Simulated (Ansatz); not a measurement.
An Ansatz (a program for electronic structure) run. Input:

Ansatz 0.2 input:
```yaml
crystal:
  lattice:
    - [-3.4826098873, 3.4826098873, 3.4826098873]
    - [3.4826098873, -3.4826098873, 3.4826098873]
    - [3.4826098873, 3.4826098873, -3.4826098873]
  atoms:
    - { symbol: Ge, position: [0.5, 0.0, 0.7988705098] }
    - { symbol: Ge, position: [0.5, 0.0, 0.2011294902] }
    - { symbol: Ge, position: [0.7011294902, 0.7011294902, 0.7011294902] }
    - { symbol: Ge, position: [0.2988705098, 0.2988705098, 0.2988705098] }
    - { symbol: Ge, position: [0.0, 0.7988705098, 0.5] }
    - { symbol: Ge, position: [0.0, 0.2011294902, 0.5] }
    - { symbol: Ge, position: [0.7988705098, 0.5, 0.0] }
    - { symbol: Ge, position: [0.2011294902, 0.5, 0.0] }
kpoints:
  mp_grid: { grid: [18, 18, 18] }
hamiltonian:
  xc: r2scan
  pseudopotentials: { azcp: { folder: ./paw }, kind: paw }
scf:
  occupations: { method: fermi_dirac, width: 0.1 }
elastic: { mode: relaxed_ion, stencil: two_point, amplitude: 0.005, f_tol: 0.0005 }
```

Output (shortened):

```
Pseudopotential: Ge, paw, valence charge 14
Functional definition: r2SCAN
Crystal: 8 atoms, lattice volume = 168.956 Å³
Basis set: ecut = 500 eV, 4213 PW (Γ), exchange–correlation on 180×180×180 points (64 copies of the dense FFT grid, shifted against one another)
Bands: 68, of which v1, the nominal top of the filled ones, is band 56 counted from 1 (55 counted from 0)
Symmetry: 24 space group operations
Space group: Ia-3 (ITA 206), of the structure as read, at distance tolerance 5.5e-5 Å
k-points: 295 of 5832
the search or the solves at the SCF's close seem to have found levels that the self-consistency loop had missed (the run counts 1) …
SCF 1 converged in 14 iterations: F = -34421.995051 eV  dr2 = 9.62e-15
relax step   1: F+E_penalty+E_count = -34421.99505062 eV  Δ(F+E_penalty+E_count) = +0.000e0 eV  max|allowed force component| = 1.546e-2 eV/Å  Δτ_max = 0.0000 Å  (14 SCF iters, accepted)
Crystal: 8 atoms, lattice volume = 168.956 Å³
SCF 2 converged in 12 iterations: F = -34421.995230 eV  dr2 = 3.73e-14
relax step   2: F+E_penalty+E_count = -34421.99523017 eV  Δ(F+E_penalty+E_count) = -1.796e-4 eV  max|allowed force component| = 3.283e-3 eV/Å  Δτ_max = 0.0014 Å  (12 SCF iters, accepted)
Crystal: 8 atoms, lattice volume = 168.956 Å³
SCF 3 converged in 10 iterations: F = -34421.995239 eV  dr2 = 2.35e-15
relax step   3: F+E_penalty+E_count = -34421.99523874 eV  Δ(F+E_penalty+E_count) = -8.570e-6 eV  max|allowed force component| = 3.116e-5 eV/Å  Δτ_max = 0.0004 Å  (10 SCF iters, accepted)
Crystal: 8 atoms, lattice volume = 168.956 Å³
SCF 4 converged in 10 iterations: F = -34421.995239 eV  dr2 = 1.73e-16
Crystal: 8 atoms, lattice volume = 168.956 Å³
SCF 5 converged in 2 iterations: F = -34421.995239 eV  dr2 = 1.23e-16
the run's memory leaves no room for the unstrained crystal's orbitals beside the elastic batch's strained cells …
Crystal: 8 atoms, lattice volume = 168.112 Å³
Basis set: ecut = 500 eV, 4205 PW (Γ), exchange–correlation on 180×180×180 points (64 copies of the dense FFT grid, shifted against one another)
Symmetry: 8 space group operations
k-points: 865 of 5832
SCF 6 converged in 13 iterations: F = -34421.993218 eV  dr2 = 1.97e-14
relax step   1: F+E_penalty+E_count = -34421.99321806 eV  Δ(F+E_penalty+E_count) = +0.000e0 eV  max|allowed force component| = 2.854e-2 eV/Å  Δτ_max = 0.0000 Å  (13 SCF iters, accepted)
Crystal: 8 atoms, lattice volume = 168.112 Å³
SCF 7 converged in 10 iterations: F = -34421.993442 eV  dr2 = 6.87e-14
relax step   2: F+E_penalty+E_count = -34421.99344230 eV  Δ(F+E_penalty+E_count) = -2.242e-4 eV  max|allowed force component| = 1.231e-3 eV/Å  Δτ_max = 0.0020 Å  (10 SCF iters, accepted)
Crystal: 8 atoms, lattice volume = 168.112 Å³
SCF 8 converged in 8 iterations: F = -34421.993443 eV  dr2 = 3.15e-14
relax step   3: F+E_penalty+E_count = -34421.99344293 eV  Δ(F+E_penalty+E_count) = -6.248e-7 eV  max|allowed force component| = 1.446e-5 eV/Å  Δτ_max = 0.0001 Å  (8 SCF iters, accepted)
Crystal: 8 atoms, lattice volume = 168.112 Å³
SCF 9 converged in 2 iterations: F = -34421.993443 eV  dr2 = 1.69e-14
Crystal: 8 atoms, lattice volume = 169.801 Å³
Basis set: ecut = 500 eV, 4245 PW (Γ), exchange–correlation on 180×180×180 points (64 copies of the dense FFT grid, shifted against one another)
SCF 10 converged in 12 iterations: F = -34421.993164 eV  dr2 = 9.78e-14
relax step   1: F+E_penalty+E_count = -34421.99316391 eV  Δ(F+E_penalty+E_count) = +0.000e0 eV  max|allowed force component| = 2.705e-2 eV/Å  Δτ_max = 0.0000 Å  (12 SCF iters, accepted)
Crystal: 8 atoms, lattice volume = 169.801 Å³
SCF 11 converged in 10 iterations: F = -34421.993370 eV  dr2 = 5.69e-14
relax step   2: F+E_penalty+E_count = -34421.99336978 eV  Δ(F+E_penalty+E_count) = -2.059e-4 eV  max|allowed force component| = 6.647e-4 eV/Å  Δτ_max = 0.0018 Å  (10 SCF iters, accepted)
Crystal: 8 atoms, lattice volume = 169.801 Å³
SCF 12 converged in 7 iterations: F = -34421.993370 eV  dr2 = 7.85e-14
relax step   3: F+E_penalty+E_count = -34421.99336993 eV  Δ(F+E_penalty+E_count) = -1.519e-7 eV  max|allowed force component| = 8.579e-6 eV/Å  Δτ_max = 0.0000 Å  (7 SCF iters, accepted)
Crystal: 8 atoms, lattice volume = 169.801 Å³
SCF 13 converged in 2 iterations: F = -34421.993370 eV  dr2 = 4.11e-14
Crystal: 8 atoms, lattice volume = 168.955 Å³
Basis set: ecut = 500 eV, 4215 PW (Γ), exchange–correlation on 180×180×180 points (64 copies of the dense FFT grid, shifted against one another)
Symmetry: 4 space group operations
k-points: 1550 of 5832
SCF 14 converged in 14 iterations: F = -34421.994245 eV  dr2 = 5.21e-14
relax step   1: F+E_penalty+E_count = -34421.99424458 eV  Δ(F+E_penalty+E_count) = +0.000e0 eV  max|allowed force component| = 3.107e-2 eV/Å  Δτ_max = 0.0000 Å  (14 SCF iters, accepted)
Crystal: 8 atoms, lattice volume = 168.955 Å³
SCF 15 converged in 11 iterations: F = -34421.994567 eV  dr2 = 9.63e-14
relax step   2: F+E_penalty+E_count = -34421.99456666 eV  Δ(F+E_penalty+E_count) = -3.221e-4 eV  max|allowed force component| = 3.713e-3 eV/Å  Δτ_max = 0.0025 Å  (11 SCF iters, accepted)
Crystal: 8 atoms, lattice volume = 168.955 Å³
SCF 16 converged in 11 iterations: F = -34421.994579 eV  dr2 = 4.17e-14
relax step   3: F+E_penalty+E_count = -34421.99457915 eV  Δ(F+E_penalty+E_count) = -1.248e-5 eV  max|allowed force component| = 1.526e-3 eV/Å  Δτ_max = 0.0011 Å  (11 SCF iters, accepted)
Crystal: 8 atoms, lattice volume = 168.955 Å³
SCF 17 converged in 9 iterations: F = -34421.994580 eV  dr2 = 3.21e-14
relax step   4: F+E_penalty+E_count = -34421.99458002 eV  Δ(F+E_penalty+E_count) = -8.706e-7 eV  max|allowed force component| = 1.100e-4 eV/Å  Δτ_max = 0.0001 Å  (9 SCF iters, accepted)
Crystal: 8 atoms, lattice volume = 168.955 Å³
SCF 18 converged in 2 iterations: F = -34421.994580 eV  dr2 = 1.66e-14
Crystal: 8 atoms, lattice volume = 168.955 Å³
SCF 19 converged in 14 iterations: F = -34421.994245 eV  dr2 = 5.26e-14
relax step   1: F+E_penalty+E_count = -34421.99424458 eV  Δ(F+E_penalty+E_count) = +0.000e0 eV  max|allowed force component| = 3.107e-2 eV/Å  Δτ_max = 0.0000 Å  (14 SCF iters, accepted)
Crystal: 8 atoms, lattice volume = 168.955 Å³
SCF 20 converged in 12 iterations: F = -34421.994580 eV  dr2 = 4.50e-14
relax step   2: F+E_penalty+E_count = -34421.99457993 eV  Δ(F+E_penalty+E_count) = -3.354e-4 eV  max|allowed force component| = 4.731e-4 eV/Å  Δτ_max = 0.0028 Å  (12 SCF iters, accepted)
Crystal: 8 atoms, lattice volume = 168.955 Å³
SCF 21 converged in 2 iterations: F = -34421.994580 eV  dr2 = 2.68e-14
SCF converged after 2 iterations
Stability not checked: this state was not tested for a lower state beside it, because too few of the mixer's solves of this state at the end of the SCF gave a …
Free energy (F): -34421.995239 eV
Harris-Foulkes:  -34421.995239 eV  (|F-HF|=0.00e0)
Internal energy: -34421.960060 eV  (E = F + TS)
E sigma→0 (E₀):  -34421.977649 eV
Entropy (-TS):   -0.035178 eV (-4.397 meV/atom)
Fermi energy:    9.273743 eV
--- Per-component energies (eV) ---
  E_band       = -1176.916196
  E_kinetic    = 738.459469
  E_local      = -17040.600500  (includes V_loc(G=0)·N_el)
  E_nonlocal   = 1742.080905
  E_hartree    = 8157.244520
  E_xc         = -527.086214
  E_vxc        = -546.470949  (∫ρ·V_xc dr)
  E_paw        = -16205.138698  (= ΣΔE_a)
  E_vpaw       = -2413.345234  (= ΣTr[D̂ρ^β])
  E_aug_tail   = -0.000038  (compensation charges beyond the density's cutoff)
  E_vtau       = 28.471111  (kinetic-family band-sum trace: ∫τ·v_τ [+ j·A + Jᵃ·Aᵃ] dr)
  E_ewald      = -11278.233420
  E_core_change = -8.686085  (= ΣΔE_core)
  E_smearing   = -0.035178  (= −TS)
  E_closure    = 0.000000  (closes the sum)
  Σ components = -34421.995239   (vs F -34421.995239, Δ=0.00e0)
--- Forces (eV/Å), atoms counted from 1 ---
  atom   1  Ge    -0.00003116    -0.00003116     0.00003116
  atom   2  Ge     0.00003116     0.00003116    -0.00003116
  atom   3  Ge     0.00003116     0.00003116     0.00003116
  atom   4  Ge    -0.00003116    -0.00003116    -0.00003116
  atom   5  Ge    -0.00003116     0.00003116    -0.00003116
  atom   6  Ge     0.00003116    -0.00003116     0.00003116
  atom   7  Ge     0.00003116    -0.00003116    -0.00003116
  atom   8  Ge    -0.00003116     0.00003116     0.00003116
  max |Σ_I F_I| component: 2.49e-17 eV/Å
--- Stress (GPa, compression-positive) ---
       -0.009399       0.000000       0.000000
        0.000000      -0.009399       0.000000
        0.000000       0.000000      -0.009399
  P = ⅓ Tr σ = -0.0094 GPa (-0.094 kbar)
--- Band table (eV; the first three rows and the last of 295) ---
  k-point 0: bands = ["-16.2792", "-16.2707", "-16.2707", "-16.2707", "-16.2522", "-16.2522", "-16.2487", "-16.2487", "-16.2053", "-16.2053", "-16.2053", "-16.1443", "-16.1443", "-16.1443", "-16.1129", "-16.1129", "-16.1129", "-16.0948", "-16.0948", …
  k-point 1: bands = ["-16.2793", "-16.2714", "-16.2707", "-16.2704", "-16.2515", "-16.2510", "-16.2489", "-16.2486", "-16.2053", "-16.2048", "-16.2043", "-16.1460", "-16.1455", "-16.1448", "-16.1150", "-16.1129", "-16.1111", "-16.0950", "-16.0928", …
  k-point 2: bands = ["-16.2794", "-16.2730", "-16.2705", "-16.2695", "-16.2497", "-16.2491", "-16.2480", "-16.2477", "-16.2052", "-16.2035", "-16.2014", "-16.1503", "-16.1485", "-16.1462", "-16.1203", "-16.1132", "-16.1066", "-16.0959", "-16.0889", …
  k-point 294: bands = ["-16.2829", "-16.2829", "-16.2829", "-16.2235", "-16.2235", "-16.2235", "-16.2184", "-16.2184", "-16.2184", "-16.1791", "-16.1684", "-16.1684", "-16.1684", "-16.1505", "-16.1505", "-16.1383", "-16.1383", "-16.1383", "-16.1021", …
--- Elastic constants: 2 strain directions × 2 members + reference (group order 24) ---
  dense FFT box of the reference and of every strained cell: 45×45×45
  strains applied: 11, 23; error gains: componentwise 1.00 (the most a stress slope's error grows in a printed constant), spectral 1.73 (1 for all six strains …
  reference relaxed by the batch: 3 steps …
  largest displacement 1.8e-3 Å; the constants are those of the deck's cell at these positions:
  atoms:
    - { symbol: Ge, position: [0.4999999999999999, 0.0, 0.7985789733267407] }
    - { symbol: Ge, position: [0.5, 0.0, 0.20142102667325923] }
    - { symbol: Ge, position: [0.7014210266732592, 0.7014210266732592, 0.7014210266732592] }
    - { symbol: Ge, position: [0.29857897332674077, 0.29857897332674077, 0.29857897332674077] }
    - { symbol: Ge, position: [0.0, 0.7985789733267407, 0.4999999999999999] }
    - { symbol: Ge, position: [0.0, 0.20142102667325923, 0.5] }
    - { symbol: Ge, position: [0.7985789733267407, 0.4999999999999999, 0.0] }
    - { symbol: Ge, position: [0.20142102667325923, 0.5, 0.0] }
  C = ∂σ_k/∂η_j (tension-positive GPa; Voigt order 11 22 33 23 13 12):
       139.036     30.176     30.174      0.000      0.000      0.000
        30.174    139.036     30.176      0.000      0.000      0.000
        30.176     30.174    139.036      0.000      0.000      0.000
         0.000      0.000      0.000     50.033      0.000      0.000
         0.000      0.000      0.000      0.000     50.033      0.000
         0.000      0.000      0.000      0.000      0.000     50.033
  reference stress σ⁰ (GPa):      0.009      0.009      0.009      0.000      0.000      0.000
  moduli (Voigt/Reuss/Hill, GPa): K = 66.46/66.46/66.46   G = 51.79/51.70/51.75   E = 123.25   ν = 0.191
  mechanically stable: yes (min eigenvalue of sym C = 50.03 GPa)
  strain η (Voigt 11):  stress-route row diagonal C_11 = 139.04 GPa, energy-path curvature d²(F+E_count+ΔE)/dδ²/Ω₀ = 139.04 GPa
         δ    σ_11 (GPa)             F (eV)   n_scf  n_hpsi   n_pw
    -5.000e-3      -0.6934      -34421.9934429       2  438510   4301   relax 3 steps, max|allowed force component| 1.45e-5 eV/Å
     5.000e-3       0.6969      -34421.9933699       2  438882   4388   relax 3 steps, max|allowed force component| 8.58e-6 eV/Å
  strain η (Voigt 23):  stress-route row diagonal C_44 = 50.03 GPa, energy-path curvature d²(F+E_count+ΔE)/dδ²/Ω₀ = 50.04 GPa
         δ    σ_23 (GPa)             F (eV)   n_scf  n_hpsi   n_pw
    -5.000e-3      -0.2502      -34421.9945800       2  790309   4324   relax 4 steps, max|allowed force component| 1.10e-4 eV/Å
     5.000e-3       0.2502      -34421.9945799       2  789646   4324   relax 2 steps, max|allowed force component| 4.73e-4 eV/Å
```

Cost: about 3 core-hours (a rough figure) on shared cores.

The workflow started from a Materials Project entry (that database holds measured and hypothetical structures alike); the Crystallography Open Database copy checked does not list it. It is not the phase usual at ambient conditions (space group No. 227). The r²SCAN relaxation kept the symmetry of its start; whether a distortion lowers the energy is not shown. As this level gives no gap, shear constants depend on the k-mesh and smearing (Fermi–Dirac, 0.1 eV here). Spin–orbit coupling is left out wherever it is not named.

Potentials: the earlier of the program's two PAW sets. The files were generated under PBE; for other functionals the program regenerates the frozen cores, and for LDA and PBEsol the local potential too.

Ansatz is a plane-wave DFT program.
